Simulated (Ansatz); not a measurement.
Input, command and steps of an Ansatz relaxation.

```yaml
crystal:
  lattice:
    - [3.3669461387, 0.0, 0.0]
    - [0.0, 3.3669461387, 0.0]
    - [0.0, 0.0, 3.3669461387]
  atoms:
    - { symbol: Cd, position: [0.0, 0.0, 0.0] }
    - { symbol: Os, position: [0.5, 0.5, 0.5] }
basis:
  ecutwfc: 420
kpoints:
  mp_grid: { grid: [6, 6, 6] }
hamiltonian:
  xc: pbe
scf:
  occupations: { method: gaussian, width: 0.1 }
  lower_state_search: "off"
output:
  forces: true
  stress: true
  eigenvalues: true
relax:
  adjacent_minimum: "off"
  f_tol: 0.04
  max_steps: 70
  cell: { stress_tol: 0.4 }
```

```bash
ansatz run input.yaml --threads 1 --pin off --max-ram 2560MiB --backend cpu --events-out ev --progress --plain --runs-dir out
```

Theory: Ansatz 0.2.0, DFT PBE, scalar-relativistic, plane waves, PAW.

Of 5 frames 5 are shown, positions in Å and forces in eV/Å; the SCF threshold varies from step to step. Steps run on the plane waves of an earlier cell, with a Pulay correction in the pressure. The basis is chosen afresh for the last frame, the zero of the energies, and at times for earlier ones too; energy and pressure step there, also at an unchanged geometry.

```xyz
2
Lattice="3.3669 0.0000 0.0000 0.0000 3.3669 0.0000 0.0000 0.0000 3.3669" Properties=species:S:1:pos:R:3:forces:R:3 pbc="T T T" step=1 free_energy_over_end_meV_per_atom=131.67 pressure_GPa=-15.99
Cd    0.0000    0.0000    0.0000    0.0000    0.0000    0.0000
Os    1.6835    1.6835    1.6835    0.0000    0.0000    0.0000
2
Lattice="3.2028 0.0000 0.0000 0.0000 3.2028 0.0000 0.0000 0.0000 3.2028" Properties=species:S:1:pos:R:3:forces:R:3 pbc="T T T" step=2 free_energy_over_end_meV_per_atom=2.82 pressure_GPa=3.82
Cd    0.0000    0.0000    0.0000    0.0000    0.0000    0.0000
Os    1.6014    1.6014    1.6014    0.0000    0.0000    0.0000
2
Lattice="3.2320 0.0000 0.0000 0.0000 3.2320 0.0000 0.0000 0.0000 3.2320" Properties=species:S:1:pos:R:3:forces:R:3 pbc="T T T" step=3 free_energy_over_end_meV_per_atom=-0.67 pressure_GPa=-1.08
Cd    0.0000    0.0000    0.0000    0.0000    0.0000    0.0000
Os    1.6160    1.6160    1.6160    0.0000    0.0000    0.0000
2
Lattice="3.2253 0.0000 0.0000 0.0000 3.2253 0.0000 0.0000 0.0000 3.2253" Properties=species:S:1:pos:R:3:forces:R:3 pbc="T T T" step=4 free_energy_over_end_meV_per_atom=-1.08 pressure_GPa=-0.02
Cd    0.0000    0.0000    0.0000    0.0000    0.0000    0.0000
Os    1.6126    1.6126    1.6126    0.0000    0.0000    0.0000
2
Lattice="3.2253 0.0000 0.0000 0.0000 3.2253 0.0000 0.0000 0.0000 3.2253" Properties=species:S:1:pos:R:3:forces:R:3 pbc="T T T" step=5 free_energy_over_end_meV_per_atom=0.00 pressure_GPa=0.00
Cd    0.0000    0.0000    0.0000    0.0000    0.0000    0.0000
Os    1.6126    1.6126    1.6126    0.0000    0.0000    0.0000
```

The start puts this composition into another compound's structure type, which needn't suit it. At the end the space group is Pm-3m (tolerance 0.05 Å).

The run took 9.1 s on 1 thread of Intel(R) Xeon(R) Platinum 8259CL CPU @ 2.50GHz (Skylake/Cascade Lake), on a shared host, peak memory 0.37 GiB.

The k mesh is coarse. Spin–orbit coupling is left out, which can shift energies with elements as heavy as these.